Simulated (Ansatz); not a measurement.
Si3Ru5:
```xyz
16
Lattice="5.2353 0.0000 0.0000 0.0000 9.7845 0.0000 0.0000 0.0000 4.0169" Properties=species:S:1:pos:R:3 pbc="T T T"
Si     0.0000     0.0000     0.0000
Si     2.6177     4.8922     0.0000
Si     1.9373     8.4500     2.0084
Si     3.2980     1.3345     2.0084
Si     4.5550     6.2268     2.0084
Si     0.6803     3.5577     2.0084
Ru     0.0000     4.8922     0.0000
Ru     2.6177     0.0000     0.0000
Ru     0.8274     7.5644     0.0000
Ru     4.4079     2.2201     0.0000
Ru     3.4451     7.1123     0.0000
Ru     1.7902     2.6721     0.0000
Ru     1.7524     5.9631     2.0084
Ru     3.4829     3.8214     2.0084
Ru     4.3701     8.7136     2.0084
Ru     0.8653     1.0708     2.0084
```

Relaxed with r²SCAN.

Which orbitals make up the states near the Fermi level in the program Ansatz at the r²SCAN level (PAW)?

Within 0.5 eV of the Fermi level: Ru 4d 85 %, Si 3p 7 %. Projections are on Löwdin-orthogonalised atomic valence shells; empty p or d shells of many metals are not among them.

Tabulate the density of states.

States/eV per cell of 16 atoms, in 0.25 eV bins, energy from the Fermi level.

| E (eV) | total | Ru 4d | Si 3p | Ru 5s |
|---|---|---|---|---|
| -7.85 | 0.00 | 0.00 | 0.00 | 0.00 |
| -7.60 | 0.00 | 0.00 | 0.00 | 0.00 |
| -7.35 | 0.00 | 0.00 | 0.00 | 0.00 |
| -7.10 | 0.01 | 0.00 | 0.01 | 0.00 |
| -6.85 | 4.60 | 1.67 | 1.97 | 0.68 |
| -6.60 | 6.53 | 2.45 | 2.75 | 0.95 |
| -6.35 | 8.15 | 3.68 | 3.09 | 0.94 |
| -6.10 | 8.57 | 4.50 | 2.99 | 0.70 |
| -5.85 | 9.06 | 5.16 | 3.03 | 0.54 |
| -5.60 | 10.32 | 6.13 | 3.28 | 0.57 |
| -5.35 | 9.37 | 5.57 | 2.96 | 0.53 |
| -5.10 | 12.60 | 7.99 | 3.66 | 0.57 |
| -4.85 | 11.19 | 7.48 | 2.86 | 0.50 |
| -4.60 | 16.85 | 11.86 | 3.66 | 0.74 |
| -4.35 | 11.61 | 8.99 | 1.86 | 0.40 |
| -4.10 | 13.63 | 10.27 | 2.50 | 0.43 |
| -3.85 | 14.71 | 11.41 | 2.55 | 0.33 |
| -3.60 | 13.22 | 10.35 | 2.24 | 0.28 |
| -3.35 | 14.01 | 11.69 | 1.77 | 0.21 |
| -3.10 | 13.30 | 10.95 | 1.80 | 0.22 |
| -2.85 | 15.90 | 12.99 | 2.19 | 0.26 |
| -2.60 | 15.84 | 13.43 | 1.74 | 0.28 |
| -2.35 | 16.87 | 14.61 | 1.44 | 0.36 |
| -2.10 | 14.67 | 12.86 | 1.15 | 0.24 |
| -1.85 | 12.48 | 11.05 | 0.91 | 0.19 |
| -1.60 | 15.72 | 13.96 | 1.00 | 0.30 |
| -1.35 | 17.99 | 16.09 | 0.98 | 0.36 |
| -1.10 | 17.00 | 15.17 | 0.91 | 0.32 |
| -0.85 | 17.20 | 15.29 | 0.95 | 0.31 |
| -0.60 | 16.12 | 13.96 | 1.01 | 0.39 |
| -0.35 | 18.21 | 15.64 | 1.15 | 0.43 |
| -0.10 | 13.43 | 11.49 | 0.94 | 0.28 |
| 0.15 | 8.44 | 7.12 | 0.66 | 0.17 |
| 0.40 | 5.60 | 4.76 | 0.38 | 0.14 |
| 0.65 | 5.69 | 4.85 | 0.38 | 0.15 |
| 0.90 | 4.63 | 3.96 | 0.35 | 0.11 |
| 1.15 | 6.23 | 5.41 | 0.48 | 0.12 |
| 1.40 | 10.37 | 9.06 | 0.77 | 0.18 |
| 1.65 | 6.98 | 5.59 | 0.89 | 0.14 |
| 1.90 | 5.31 | 4.00 | 1.00 | 0.11 |
| 2.15 | 8.20 | 5.48 | 2.01 | 0.27 |
| 2.40 | 10.19 | 6.03 | 2.57 | 0.47 |
| 2.65 | 8.24 | 4.39 | 2.28 | 0.35 |
| 2.90 | 7.35 | 3.65 | 2.18 | 0.34 |
| 3.15 | 5.41 | 2.33 | 1.72 | 0.30 |
| 3.40 | 6.28 | 2.58 | 1.90 | 0.30 |
| 3.65 | 5.95 | 2.15 | 1.93 | 0.29 |
| 3.90 | 6.03 | 1.98 | 2.21 | 0.32 |
| 4.15 | 6.07 | 1.88 | 2.44 | 0.28 |
| 4.40 | 5.93 | 1.75 | 2.50 | 0.29 |
| 4.65 | 5.09 | 1.42 | 2.13 | 0.26 |

Space group Pbam. The first step of the workflow began from a Materials Project structure, measured or hypothetical; the Crystallography Open Database copy checked does not list it. Its standing as an ambient phase is unchecked. The r²SCAN relaxation kept the symmetry of its start; whether a distortion lowers the energy is not shown. No spin polarisation was allowed. Spin–orbit coupling is left out wherever it is not named.

Potentials: the later of the program's two PAW sets.
